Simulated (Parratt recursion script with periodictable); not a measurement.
## Neutron reflectivity of Ga2O3 on SiO2 at several surface roughnesses

```
layer, from the top  thickness (Å)  density (g/cm³)  rms roughness of its top face (Å)  ρ (10⁻⁶ Å⁻²)  ρ″ (10⁻⁶ Å⁻²)
-------------------  -------------  ---------------  ---------------------------------  ------------  -------------
Ga2O3                          150            5.888                             varied         6.052   2.894 × 10⁻⁴
SiO2 (substrate)                 –            2.632                                2.2         4.158   1.257 × 10⁻⁵
```

ρ and ρ″ are the real and imaginary parts of the scattering length density. Vacuum lies above.

Densities are inputs, not measurements. They were set from computed cells of the Materials Project: Ga2O3 from entry mp-886 (C2/m, 5.888 g/cm³); SiO2 from entry mp-6930 (P3₂21, 2.632 g/cm³). A layer's crystal structure does not enter its constants, only its composition and density.

Calculation: specular neutron reflectivity, Parratt recursion, Névot-Croce roughness, natural isotopes, no magnetic scattering; Parratt recursion script with periodictable 1.7.1.

Neutron wavelength 4.75 Å. Q is scanned from 0.004 to 0.25 Å⁻¹ in 600 evenly spaced points, and the curve is smoothed with a Gaussian of 0.001 Å⁻¹ full width. A maximum is a scan point above both neighbours; its place and height come from a parabola through R at the three points.

The table follows two fringe maxima, those next to orders 3.5 and 5.5 of m = (d/2π)(Q² − 16πρ)^½, through runs that differ in the roughness σ₁ of the film surface alone.

```
σ₁ (Å)  Q of the first (Å⁻¹)      R there  Q of the second (Å⁻¹)      R there
------  --------------------  -----------  ---------------------  -----------
0                     0.1442  2.18 × 10⁻⁵                 0.2287  3.39 × 10⁻⁶
4                     0.1441            ?                 0.2286            ?
5.5                   0.1440  1.36 × 10⁻⁵                 0.2285  1.10 × 10⁻⁶
10                    0.1438  5.45 × 10⁻⁶                 0.2273  2.57 × 10⁻⁷
```

Estimate the two heights for σ₁ = 4 Å.

At a maximum the amplitudes from the film's two faces add: R ≈ (|r₁|g₁ + |r₂|g₂A)². Here q₀ = Q, qⱼ = (Q² − 16πρⱼ)^½ (1 film, 2 substrate), |r₁| = |q₀² − q₁²|/(q₀ + q₁)², |r₂| = |q₁² − q₂²|/(q₁ + q₂)² with the numerators taken from the constants, g₁ = exp(−q₀q₁σ₁²/2), g₂ = exp(−q₁q₂σ₂²/2), and A = exp(−8πρ″₁d/q₁) for absorption in the film.

Check on a shown row, σ₁ = 0 Å, second maximum: q₀ = 0.2287, q₁ = 0.2280, q₂ = 0.2282 Å⁻¹; |r₁| = 0.00146, |r₂| = 4.57 × 10⁻⁴; g₁ = 1.00, g₂ = 0.882, A = 1.000; R ≈ 3.47 × 10⁻⁶ against 3.39 × 10⁻⁶ in the table.

- σ₁ = 4 Å, first maximum: q₀ = 0.1441, q₁ = 0.1430, q₂ = 0.1434 Å⁻¹; |r₁| = 0.00369, |r₂| = 0.00116; g₁ = 0.848, g₂ = 0.952, A = 1.000; R ≈ 1.79 × 10⁻⁵.
- σ₁ = 4 Å, second maximum: q₀ = 0.2286, q₁ = 0.2279, q₂ = 0.2281 Å⁻¹; |r₁| = 0.00146, |r₂| = 4.58 × 10⁻⁴; g₁ = 0.659, g₂ = 0.882, A = 1.000; R ≈ 1.87 × 10⁻⁶.

The run gave 1.69 × 10⁻⁵ and 1.81 × 10⁻⁶; the estimates are 1.06 and 1.03 times these.
